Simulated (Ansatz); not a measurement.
## Calculated with Ansatz: TaHPd, settings compared

Launch command:

```bash
ansatz run input.yaml --threads 1 --pin off --max-ram 2560MiB --backend cpu --events-out ev --progress --plain --runs-dir out
```

Input:

```yaml
crystal:
  lattice:
    - [3.063053, 0.0, 0.0]
    - [0.0, 3.063053, 0.0]
    - [0.0, 0.0, 7.754565]
  atoms:
    - { symbol: Pd, position: [0.0, 0.5, 0.9] }
    - { symbol: Pd, position: [0.5, 0.0, 0.1] }
    - { symbol: Ta, position: [0.0, 0.5, 0.335] }
    - { symbol: Ta, position: [0.5, 0.0, 0.665] }
    - { symbol: H, position: [0.0, 0.5, 0.617] }
    - { symbol: H, position: [0.5, 0.0, 0.383] }
  symmetry: { tolerance: 0.0003 }
kpoints:
  mp_grid: { grid: [6, 6, 3], shift: [0, 0, 0] }
magnetization:
  spin_polarized: false
scf:
  occupations: { method: fermi_dirac }
hamiltonian:
  pseudopotentials: { kind: paw }
  xc: r2scan
basis:
  ecutwfc: 500
output:
  forces: true
  stress: true
  eigenvalues: true
```

Origin of the cell: a known structure type with other elements, at an estimated volume, so it need not be a known compound.

The smearing width isn't typed, so it takes its default of 0.1 eV.

Output of this run (shortened):

```
Pseudopotentials: kind: paw
Pseudopotential: Pd, paw, valence charge 18, recommended cutoff 500 eV (meta_gga), Pd.paw.azcp
Pseudopotential: Ta, paw, valence charge 13, recommended cutoff 500 eV (meta_gga), Ta.paw.azcp
Pseudopotential: H, paw, valence charge 1, recommended cutoff 500 eV (meta_gga), H.paw.azcp
Functional definition: r2SCAN
  exchange = r2scan_x(k0 = k0, k1 = k1, a1 = a1)
  correlation = r2scan_c
Crystal: 6 atoms, lattice volume = 72.756 Å³
Basis set: ecut = 500 eV, 1837 PW (Γ), exchange–correlation on 96×96×240 points (64 copies of the dense FFT grid, shifted against one another)
Bands: 39, of which v1, the nominal top of the filled ones, is band 32 counted from 1 (31 counted from 0)
Symmetry: 16 space group operations
[… 10 lines left out …]
Initial density: superposition of atomic densities (neutral atoms: chi_scale 0, normalization atom), corrected by the library's trained network
Functional: x = r2scan, c = r2scan; τ floored in thin density (d = 2e-4 eV/Å³)
SCF iter   1: F=—  HF=-33892.829415 eV  Δρ=1.51e-2  dr2=2.69e-1  dr2_τ=6.10e-2
SCF iter   2: F=—  HF=-33892.876630 eV  Δρ=7.87e-3  dr2=2.95e-2  dr2_τ=4.93e-3  defer=2
SCF iter   3: F=—  HF=-33892.878170 eV  Δρ=3.97e-3  dr2=2.29e-2  dr2_τ=6.20e-4  defer=2
SCF iter   4: F=—  HF=-33892.878227 eV  Δρ=8.60e-4  dr2=4.91e-4  dr2_τ=4.79e-5  defer=2
SCF iter   5: F=—  HF=-33892.878248 eV  Δρ=2.80e-4  dr2=1.60e-4  dr2_τ=9.01e-6  defer=2
SCF iter   6: F=—  HF=-33892.878246 eV  Δρ=1.16e-4  dr2=5.21e-5  dr2_τ=9.11e-7  defer=2
SCF iter   7: F=—  HF=-33892.878240 eV  Δρ=2.57e-5  dr2=2.37e-6  dr2_τ=7.11e-8  defer=2
SCF iter   8: F=—  HF=-33892.878240 eV  Δρ=6.74e-6  dr2=2.29e-7  dr2_τ=2.93e-9  defer=2
SCF iter   9: F=-33892.878240 eV  HF=-33892.878240 eV  Δρ=2.33e-6  dr2=1.27e-8  dr2_τ=3.47e-10
the search or the solves at the SCF's close seem to have found levels that the self-consistency loop had missed (the run counts 1). By its estimate they hold under 1e-12 electrons; where the […]
SCF 1 converged in 9 iterations: F = -33892.878240 eV  dr2 = 1.27e-8
SCF converged after 9 iterations
Free energy (F): -33892.878240 eV
Harris-Foulkes:  -33892.878240 eV  (|F-HF|=9.77e-9)
Internal energy: -33892.771791 eV  (E = F + TS)
E sigma→0 (E₀):  -33892.825016 eV
Entropy (-TS):   -0.106450 eV (-17.742 meV/atom)
Fermi energy:    18.166802 eV
--- Per-component energies (eV) ---
  E_band       = -638.744871
  E_kinetic    = 1787.260305
  E_local      = -6326.104338  (includes V_loc(G=0)·N_el)
  E_nonlocal   = 463.103045
  E_hartree    = 2624.872087
  E_xc         = -747.345153
  E_vxc        = -935.327216  (∫ρ·V_xc dr)
  E_paw        = -24389.416763  (= ΣΔE_a)
  E_vpaw       = -935.800225  (= ΣTr[D̂ρ^β])
  E_aug_tail   = -0.000397  (compensation charges beyond the density's cutoff)
  E_vtau       = 58.385989  (kinetic-family band-sum trace: ∫τ·v_τ [+ j·A + Jᵃ·Aᵃ] dr)
  E_ewald      = -7302.723843
  E_core_change = -2.416734  (= ΣΔE_core)
  E_smearing   = -0.106450  (= −TS)
  Σ components = -33892.878240   (vs F -33892.878240, Δ=0.00e0)
--- Forces (eV/Å), atoms counted from 1 ---
  atom   1  Pd     0.000000     0.000000    -1.370573
  atom   2  Pd     0.000000     0.000000     1.370573
  atom   3  Ta     0.000000     0.000000     0.810216
  atom   4  Ta     0.000000     0.000000    -0.810216
  atom   5  H      0.000000     0.000000    -0.274055
  atom   6  H      0.000000     0.000000     0.274055
  max |Σ_I F_I| component: 0.00e0 eV/Å
--- Stress (GPa, compression-positive) ---
      -11.915726       0.000000       0.000000
        0.000000     -11.915726       0.000000
        0.000000       0.000000      -7.724405
  P = ⅓ Tr σ = -10.5186 GPa (-105.186 kbar)
```

The same input was run again with these changes:

1. `scf.occupations.method` fermi_dirac → tetrahedron; `accuracy` default → high
2. `basis.ecutrho_ratio` default → 8; `hamiltonian.xc` r2scan → rpbe
3. `scf.convergence.dr2_threshold` default → 1.0e-06
4. `scf.occupations.method` fermi_dirac → methfessel_paxton; `scf.occupations.width` default → 0.005; `basis.xc_grid` default → 2

```
 run        end  SCF iterations  P (GPa)  max force component (eV/Å)  moment (μB)  ΔE(σ→0) (meV/atom)
base  converged               9   -10.52                       1.371            –                   0
   1  converged              11   -10.64                       1.448            –               -6.98
   2  converged               7    -2.75                       1.451            –                   –
   3  converged               8   -10.52                       1.371            –                0.00
   4  converged               7   -10.60                       1.312            –                0.83
```

Energies are compared only where functional, datasets, charge and starting cell are the same.

Caveats of the base run: no moments, though an odd count or open d shells may carry them; no spin-orbit coupling, though heavy elements are present; the k mesh is coarse if the cell is a metal.

Run 1: forces and stress under tetrahedra may miss the slope of the energy.
Run 2: forces of this functional can be a tenth off on datasets made under PBE.
Run 3: the SCF threshold is loose for forces.

The base run took 17 s on 1 thread of Arm Neoverse N1, on a shared host, peak memory 0.51 GiB, from the program's own first density.
